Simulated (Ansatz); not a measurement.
## Bands of Hf

```
Hf
1.0
     0.00000    2.22000    2.22000
     2.22000    0.00000    2.22000
     2.22000    2.22000    0.00000
Hf
1
Direct
  0.00000 0.00000 0.00000
```

The cell is COD entry 1534929, as deposited and not checked against the literature; nothing was relaxed.

No spin–orbit coupling, which matters for the heavy atoms here.

All numbers below come from Ansatz 0.2.0, DFT, PBEsol, all-electron LAPW, scalar-relativistic.

Settings: a Γ-centred 16×16×16 k mesh, Fermi–Dirac smearing of 0.03 eV, basis error target 0.25 meV/atom, no spin polarisation.

Points in fractions of the reciprocal vectors of this cell: Γ (0, 0, 0), X (0.5, 0, 0.5), U (0.625, 0.25, 0.625), K (0.375, 0.375, 0.75), L (0.5, 0.5, 0.5), W (0.5, 0.25, 0.75). The path joins them by straight lines in the order Γ–X–U–K–Γ–L–W–X; legs that retrace an earlier one aren't tabulated. Energies are in eV from the Fermi level.

(1) Metal or insulator at this level of theory?

(2) Tabulate bands 15 to 20, counted from the lowest band of the run, along the path.

Answers

(1) No gap opens: metallic or semimetallic.

(2) 
```json
{"k (1/Å)": "0.00", "point": "Γ", "band 15": "-11.50", "band 16": "-11.50", "band 17": "-7.28", "band 18": "1.39", "band 19": "1.39", "band 20": "1.39"}
{"k (1/Å)": "0.20", "point": "", "band 15": "-11.51", "band 16": "-11.51", "band 17": "-7.04", "band 18": "1.11", "band 19": "1.53", "band 20": "1.53"}
{"k (1/Å)": "0.40", "point": "", "band 15": "-11.52", "band 16": "-11.52", "band 17": "-6.34", "band 18": "0.42", "band 19": "1.97", "band 20": "1.97"}
{"k (1/Å)": "0.61", "point": "", "band 15": "-11.53", "band 16": "-11.53", "band 17": "-5.31", "band 18": "-0.39", "band 19": "1.91", "band 20": "2.69"}
{"k (1/Å)": "0.81", "point": "", "band 15": "-11.54", "band 16": "-11.54", "band 17": "-4.20", "band 18": "-1.14", "band 19": "1.16", "band 20": "3.67"}
{"k (1/Å)": "1.01", "point": "", "band 15": "-11.55", "band 16": "-11.54", "band 17": "-3.49", "band 18": "-1.72", "band 19": "1.24", "band 20": "4.90"}
{"k (1/Å)": "1.21", "point": "", "band 15": "-11.54", "band 16": "-11.52", "band 17": "-3.34", "band 18": "-2.09", "band 19": "2.10", "band 20": "6.25"}
{"k (1/Å)": "1.42", "point": "X", "band 15": "-11.54", "band 16": "-11.52", "band 17": "-3.36", "band 18": "-2.22", "band 19": "2.66", "band 20": "6.46"}
{"k (1/Å)": "1.49", "point": "", "band 15": "-11.54", "band 16": "-11.52", "band 17": "-3.33", "band 18": "-2.20", "band 19": "2.60", "band 20": "6.35"}
{"k (1/Å)": "1.56", "point": "", "band 15": "-11.54", "band 16": "-11.52", "band 17": "-3.25", "band 18": "-2.14", "band 19": "2.42", "band 20": "6.06"}
{"k (1/Å)": "1.63", "point": "", "band 15": "-11.54", "band 16": "-11.52", "band 17": "-3.12", "band 18": "-2.04", "band 19": "2.16", "band 20": "5.68"}
{"k (1/Å)": "1.70", "point": "", "band 15": "-11.54", "band 16": "-11.52", "band 17": "-2.96", "band 18": "-1.91", "band 19": "1.85", "band 20": "5.26"}
{"k (1/Å)": "1.77", "point": "", "band 15": "-11.54", "band 16": "-11.52", "band 17": "-2.76", "band 18": "-1.76", "band 19": "1.53", "band 20": "4.84"}
{"k (1/Å)": "1.84", "point": "", "band 15": "-11.54", "band 16": "-11.52", "band 17": "-2.54", "band 18": "-1.61", "band 19": "1.20", "band 20": "4.43"}
{"k (1/Å)": "1.92", "point": "U", "band 15": "-11.53", "band 16": "-11.52", "band 17": "-2.30", "band 18": "-1.47", "band 19": "0.89", "band 20": "4.06"}
{"k (1/Å)": "2.04", "point": "", "band 15": "-11.53", "band 16": "-11.52", "band 17": "-2.12", "band 18": "-1.38", "band 19": "0.65", "band 20": "3.67"}
{"k (1/Å)": "2.16", "point": "", "band 15": "-11.54", "band 16": "-11.52", "band 17": "-1.85", "band 18": "-1.25", "band 19": "0.25", "band 20": "3.19"}
{"k (1/Å)": "2.29", "point": "", "band 15": "-11.54", "band 16": "-11.52", "band 17": "-1.63", "band 18": "-1.12", "band 19": "-0.11", "band 20": "2.90"}
{"k (1/Å)": "2.41", "point": "", "band 15": "-11.54", "band 16": "-11.52", "band 17": "-1.63", "band 18": "-1.12", "band 19": "-0.11", "band 20": "2.90"}
{"k (1/Å)": "2.53", "point": "", "band 15": "-11.54", "band 16": "-11.52", "band 17": "-1.85", "band 18": "-1.25", "band 19": "0.25", "band 20": "3.19"}
{"k (1/Å)": "2.66", "point": "", "band 15": "-11.53", "band 16": "-11.52", "band 17": "-2.12", "band 18": "-1.38", "band 19": "0.65", "band 20": "3.67"}
{"k (1/Å)": "2.78", "point": "K", "band 15": "-11.53", "band 16": "-11.52", "band 17": "-2.30", "band 18": "-1.47", "band 19": "0.89", "band 20": "4.06"}
{"k (1/Å)": "3.00", "point": "", "band 15": "-11.53", "band 16": "-11.52", "band 17": "-1.73", "band 18": "-1.24", "band 19": "0.13", "band 20": "3.15"}
{"k (1/Å)": "3.21", "point": "", "band 15": "-11.53", "band 16": "-11.52", "band 17": "-2.48", "band 18": "-0.40", "band 19": "-0.30", "band 20": "2.64"}
{"k (1/Å)": "3.43", "point": "", "band 15": "-11.54", "band 16": "-11.52", "band 17": "-3.77", "band 18": "-0.36", "band 19": "0.59", "band 20": "2.55"}
{"k (1/Å)": "3.64", "point": "", "band 15": "-11.53", "band 16": "-11.51", "band 17": "-5.10", "band 18": "-0.06", "band 19": "1.41", "band 20": "2.50"}
{"k (1/Å)": "3.85", "point": "", "band 15": "-11.52", "band 16": "-11.51", "band 17": "-6.24", "band 18": "0.51", "band 19": "1.73", "band 20": "1.89"}
{"k (1/Å)": "4.07", "point": "", "band 15": "-11.51", "band 16": "-11.51", "band 17": "-7.01", "band 18": "1.11", "band 19": "1.52", "band 20": "1.53"}
{"k (1/Å)": "4.28", "point": "Γ", "band 15": "-11.50", "band 16": "-11.50", "band 17": "-7.28", "band 18": "1.39", "band 19": "1.39", "band 20": "1.39"}
{"k (1/Å)": "4.46", "point": "", "band 15": "-11.51", "band 16": "-11.50", "band 17": "-7.10", "band 18": "1.21", "band 19": "1.48", "band 20": "1.48"}
{"k (1/Å)": "4.63", "point": "", "band 15": "-11.52", "band 16": "-11.50", "band 17": "-6.58", "band 18": "0.77", "band 19": "1.68", "band 20": "1.68"}
{"k (1/Å)": "4.81", "point": "", "band 15": "-11.53", "band 16": "-11.50", "band 17": "-5.80", "band 18": "0.30", "band 19": "1.79", "band 20": "1.79"}
{"k (1/Å)": "4.98", "point": "", "band 15": "-11.54", "band 16": "-11.50", "band 17": "-4.93", "band 18": "0.01", "band 19": "1.66", "band 20": "1.66"}
{"k (1/Å)": "5.16", "point": "", "band 15": "-11.54", "band 16": "-11.50", "band 17": "-4.21", "band 18": "0.08", "band 19": "1.42", "band 20": "1.42"}
{"k (1/Å)": "5.33", "point": "", "band 15": "-11.53", "band 16": "-11.50", "band 17": "-3.82", "band 18": "0.45", "band 19": "1.22", "band 20": "1.22"}
{"k (1/Å)": "5.51", "point": "L", "band 15": "-11.53", "band 16": "-11.50", "band 17": "-3.71", "band 18": "0.68", "band 19": "1.15", "band 20": "1.15"}
{"k (1/Å)": "5.65", "point": "", "band 15": "-11.53", "band 16": "-11.50", "band 17": "-3.58", "band 18": "0.44", "band 19": "1.13", "band 20": "1.26"}
{"k (1/Å)": "5.79", "point": "", "band 15": "-11.53", "band 16": "-11.51", "band 17": "-3.21", "band 18": "-0.06", "band 19": "0.94", "band 20": "1.59"}
{"k (1/Å)": "5.94", "point": "", "band 15": "-11.53", "band 16": "-11.52", "band 17": "-2.65", "band 18": "-0.62", "band 19": "0.60", "band 20": "2.09"}
{"k (1/Å)": "6.08", "point": "", "band 15": "-11.53", "band 16": "-11.52", "band 17": "-1.96", "band 18": "-1.12", "band 19": "0.22", "band 20": "2.64"}
{"k (1/Å)": "6.22", "point": "", "band 15": "-11.54", "band 16": "-11.52", "band 17": "-1.51", "band 18": "-1.25", "band 19": "-0.11", "band 20": "2.88"}
{"k (1/Å)": "6.37", "point": "", "band 15": "-11.54", "band 16": "-11.52", "band 17": "-1.76", "band 18": "-0.65", "band 19": "-0.32", "band 20": "2.69"}
{"k (1/Å)": "6.51", "point": "W", "band 15": "-11.55", "band 16": "-11.52", "band 17": "-1.85", "band 18": "-0.39", "band 19": "-0.39", "band 20": "2.53"}
{"k (1/Å)": "6.61", "point": "", "band 15": "-11.55", "band 16": "-11.52", "band 17": "-1.96", "band 18": "-0.85", "band 19": "0.11", "band 20": "2.73"}
{"k (1/Å)": "6.71", "point": "", "band 15": "-11.54", "band 16": "-11.52", "band 17": "-2.24", "band 18": "-1.25", "band 19": "0.64", "band 20": "3.27"}
{"k (1/Å)": "6.81", "point": "", "band 15": "-11.54", "band 16": "-11.52", "band 17": "-2.58", "band 18": "-1.59", "band 19": "1.19", "band 20": "4.01"}
{"k (1/Å)": "6.91", "point": "", "band 15": "-11.54", "band 16": "-11.52", "band 17": "-2.90", "band 18": "-1.86", "band 19": "1.72", "band 20": "4.85"}
{"k (1/Å)": "7.01", "point": "", "band 15": "-11.54", "band 16": "-11.52", "band 17": "-3.14", "band 18": "-2.06", "band 19": "2.19", "band 20": "5.64"}
{"k (1/Å)": "7.12", "point": "", "band 15": "-11.54", "band 16": "-11.52", "band 17": "-3.30", "band 18": "-2.18", "band 19": "2.53", "band 20": "6.23"}
{"k (1/Å)": "7.22", "point": "X", "band 15": "-11.54", "band 16": "-11.52", "band 17": "-3.36", "band 18": "-2.22", "band 19": "2.66", "band 20": "6.46"}
```
